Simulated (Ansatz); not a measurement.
**Optical constants of ZnAgH₃**

Method: DFT PBEsol, scalar-relativistic, plane waves, PAW in Ansatz. Plane waves to 420 eV; Γ-centred k mesh 10×10×10; Fermi-Dirac smearing of 0.15 eV. No spin polarisation.

Equilibrium structure at this level:
```xyz
5
Lattice="3.4391 0.0000 0.0000 0.0000 3.4391 0.0000 0.0000 0.0000 3.4391" Properties=species:S:1:pos:R:3 pbc="T T T"
Ag    0.0000    0.0000    0.0000
Zn    1.7195    1.7195    1.7195
H     1.7195    1.7195    0.0000
H     1.7195    0.0000    1.7195
H     0.0000    1.7195    1.7195
```

The cell is the ideal cubic perovskite prototype; whether it is the stable structure of this composition wasn't checked. In a metal these results depend on the k mesh and the smearing.

Independent-particle response (no local fields, no excitons) on a 18×18×18 mesh, broadened by 0.1 eV; the Drude term is undamped and its weight carries the smearing above, which sets much of it in a semimetal. The run couldn't bound its error over part or most of this range, so small peaks and near ties are unsure. Light polarised along y. ε₁ lacks the small share of bands above those solved.

Task: Tabulate ε₁ and ε₂ against photon energy.

Result:
```
E (eV)       ε₁     ε₂
   0.2  -543.30   5.67
   0.5   -75.29   7.35
   0.8   -22.84   3.21
   1.1    -3.85   1.90
   1.4     6.63   2.00
   1.7    17.93   8.75
   2.0    14.67  25.91
   2.3    -1.67  19.00
   2.6    -0.52  15.53
   2.9    -7.14  11.68
   3.2    -2.56   5.81
   3.5     1.03   4.67
   3.8     1.90   6.00
   4.1     2.19   6.25
   4.4     2.35   6.46
   4.7     2.50   6.79
   5.0     2.29   7.47
   5.3     1.05   7.54
   5.6     0.49   6.95
   5.9     1.05   6.52
   6.2     1.03   7.13
   6.5    -0.30   7.98
   6.8    -1.92   7.24
   7.1    -2.53   5.44
   7.4    -1.98   4.40
   7.7    -1.75   4.01
   8.0    -1.43   3.56
   8.3    -1.05   3.42
   8.6    -1.07   3.60
   8.9    -1.50   3.19
   9.2    -1.17   2.84
   9.5    -1.15   2.76
   9.8    -1.19   2.53
  10.1    -1.12   2.28
  10.4    -1.05   2.04
  10.7    -0.94   1.88
  11.0    -0.79   1.66
  11.3    -0.71   1.58
  11.6    -0.49   1.47
  11.9    -0.38   1.44
```

Task: Where is the highest local maximum of ε₂ between 0.3 and 12 eV?

Result: At 2.1 eV, where ε₂ = 28.2.

Cost: 1 run of about 1.1 core-minutes, on Arm Neoverse V1 (shared hosts).